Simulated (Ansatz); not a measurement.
Geometry optimisation in Ansatz: input, command and trajectory.

```yaml
crystal:
  lattice:
    - [-2.6820994707, 2.6820994707, 2.3024464335]
    - [2.6820994707, -2.6820994707, 2.3024464335]
    - [2.6820994707, 2.6820994707, -2.3024464335]
  atoms:
    - { symbol: B, position: [0.25, 0.25, 0.0] }
    - { symbol: B, position: [0.75, 0.75, 0.0] }
    - { symbol: W, position: [0.6695286058, 0.1695286058, 0.8390572115] }
    - { symbol: W, position: [0.1695286058, 0.3304713942, 0.5] }
    - { symbol: W, position: [0.3304713942, 0.8304713942, 0.1609427885] }
    - { symbol: W, position: [0.8304713942, 0.6695286058, 0.5] }
basis:
  ecutwfc: 420
kpoints:
  mp_grid: { grid: [10, 10, 10] }
hamiltonian:
  xc: pbesol
scf:
  occupations: { method: gaussian, width: 0.1 }
output:
  forces: true
  stress: true
  eigenvalues: true
relax:
  adjacent_minimum: "off"
  f_tol: 0.01
  max_steps: 30
  cell: { stress_tol: 0.1, fix: [volume] }
```

```bash
ansatz run input.yaml --threads 1 --pin off --max-ram 2560MiB --backend cpu --events-out ev --progress --plain --runs-dir out
```

These are results of DFT PBEsol, scalar-relativistic, plane waves, PAW in Ansatz, not measurements.

The volume is held at 0.91 times that of the relaxed cell.

Of 4 frames 3 are shown, positions in Å and forces in eV/Å; the SCF threshold varies from step to step. Steps run on the plane waves of an earlier cell, with a Pulay correction in the pressure. The basis is chosen afresh for the last frame, the zero of the energies, and at times for earlier ones too; energy and pressure step there, also at an unchanged geometry.

```xyz
6
Lattice="-2.6821 2.6821 2.3024 2.6821 -2.6821 2.3024 2.6821 2.6821 -2.3024" Properties=species:S:1:pos:R:3:forces:R:3 pbc="T T T" step=1 free_energy_over_end_meV_per_atom=0.03 pressure_GPa=39.84
B     0.0000    0.0000    1.1512    0.0000    0.0000    0.0000
B     0.0000    0.0000    3.4537    0.0000    0.0000    0.0000
W     0.9094    3.5915    0.0000   -0.0401   -0.0401    0.0000
W     1.7727    0.9094    0.0000    0.0401   -0.0401    0.0000
W     1.7727   -0.9094    2.3024    0.0401    0.0401    0.0000
W     0.9094    1.7727    2.3024   -0.0401    0.0401    0.0000
6
Lattice="-2.6817 2.6817 2.3031 2.6817 -2.6817 2.3031 2.6817 2.6817 -2.3031" Properties=species:S:1:pos:R:3:forces:R:3 pbc="T T T" step=2 free_energy_over_end_meV_per_atom=0.02 pressure_GPa=39.78
B     0.0000    0.0000    1.1515    0.0000    0.0000    0.0000
B     0.0000    0.0000    3.4546    0.0000    0.0000    0.0000
W     0.9071    3.5889    0.0000    0.0366    0.0366    0.0000
W     1.7746    0.9071    0.0000   -0.0366    0.0366    0.0000
W     1.7746   -0.9071    2.3031   -0.0366   -0.0366    0.0000
W     0.9071    1.7746    2.3031    0.0366   -0.0366    0.0000
6
Lattice="-2.6817 2.6817 2.3031 2.6817 -2.6817 2.3031 2.6817 2.6817 -2.3031" Properties=species:S:1:pos:R:3:forces:R:3 pbc="T T T" step=4 free_energy_over_end_meV_per_atom=0.00 pressure_GPa=39.81
B     0.0000    0.0000    1.1515    0.0000    0.0000    0.0000
B     0.0000    0.0000    3.4546    0.0000    0.0000    0.0000
W     0.9082    3.5899    0.0000    0.0001    0.0001    0.0000
W     1.7736    0.9082    0.0000   -0.0001    0.0001    0.0000
W     1.7736   -0.9082    2.3031   -0.0001   -0.0001    0.0000
W     0.9082    1.7736    2.3031    0.0001   -0.0001    0.0000
```

Time: 56 s on 1 thread of Arm Neoverse V1 (shared host), peak memory 0.47 GiB.

Spin–orbit coupling is left out, which can shift energies with elements as heavy as these.